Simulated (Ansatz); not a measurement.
Input:

SiRh:
```
SiRh
1.0
    4.67242     0.00000     0.00000
    0.00000     4.67242     0.00000
    0.00000     0.00000     4.67242
Si Rh
4 4
Direct
  0.15786   0.34214   0.65786
  0.34214   0.65786   0.15786
  0.65786   0.15786   0.34214
  0.84214   0.84214   0.84214
  0.84744   0.65256   0.34744
  0.65256   0.34744   0.84744
  0.34744   0.84744   0.65256
  0.15256   0.15256   0.15256
```

This is the PBEsol-relaxed structure.

**Question.** All from PBEsol in the plane-wave PAW code Ansatz, unless another level is named. Give the Poisson's ratio.

**Answer.** 0.33.

**Question.** Next, the elastic constants (relaxed ions, GPa)?

**Answer.** C11 = 361, C12 = 190, C44 = 102.

Space group P2_13. The workflow started from a Materials Project entry (that database holds measured and hypothetical structures alike); the Crystallography Open Database copy checked does not list it. COD files the formula under space group No. 14, so this cell is another polymorph or a model. Its standing as an ambient phase is unchecked. Symmetry was held in the PBEsol relaxation; its stability against distortions is not shown here. The run is not spin-polarised. As this level gives no gap, shear constants depend on the k-mesh and smearing (Fermi–Dirac, 0.1 eV here).

Potentials: the later of the program's two PAW sets.
